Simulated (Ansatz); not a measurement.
Zr$_{6}$CoTe$_{2}$:
```
Zr6CoTe2
1.0
    7.76348     0.00000     0.00000
   -3.88174     6.72337     0.00000
    0.00000     0.00000     3.64763
Zr Co Te
6 1 2
Direct
  0.23708   0.23708   0.00000
  0.00000   0.76292   0.00000
  0.76292   0.00000   0.00000
  0.59401   0.59401   0.50000
  0.00000   0.40599   0.50000
  0.40599   0.00000   0.50000
  0.00000   0.00000   0.50000
  0.66667   0.33333   0.00000
  0.33333   0.66667   0.00000
```

Relaxed with r²SCAN. Special points in fractions of this cell's reciprocal vectors: Γ (0.000, 0.000, 0.000); M (0.500, 0.000, 0.000); K (0.333, 0.333, 0.000); A (0.000, 0.000, 0.500); L (0.500, 0.000, 0.500); H (0.333, 0.333, 0.500).

Q: List the band energies nearest the Fermi level at these points for r²SCAN in the plane-wave PAW code Ansatz.

A: In eV from the Fermi level; about four levels below and three above (degenerate sets whole), none deeper than 8.9 eV; points with the same levels are listed once.

```json
[
 {"k": "Γ", "below": "-2.08 -2.08 -0.64 -0.64", "above": "0.31 0.31 0.45"},
 {"k": "M", "below": "-1.67 -1.37 -1.24 -0.09", "above": "0.41 0.48 0.52"},
 {"k": "K", "below": "-1.99 -1.99 -1.76 -1.24 -1.24", "above": "0.10 0.51 0.51"},
 {"k": "A", "below": "-0.76 -0.76 -0.49 -0.49", "above": "0.05 0.05 0.09 0.09"},
 {"k": "L", "below": "-0.77 -0.59 -0.52 -0.45", "above": "0.76 1.16 1.49"},
 {"k": "H", "below": "-0.80 -0.71 -0.61 -0.61", "above": "0.99 0.99 1.70 1.70"}
]
```

Space group P-62m. The workflow started from a Materials Project entry (that database holds measured and hypothetical structures alike); the Crystallography Open Database copy checked does not list it. Whether it is the stable phase at ambient conditions was not checked. The r²SCAN relaxation kept the symmetry of its start; its stability against distortions is not shown here. No spin polarisation was allowed. With an odd number of electrons in the cell and no spin polarisation, the count alone makes it a metal. Scalar-relativistic: spin–orbit coupling is off unless named, which matters more the heavier the elements.

Potentials: the later of the program's two PAW sets.
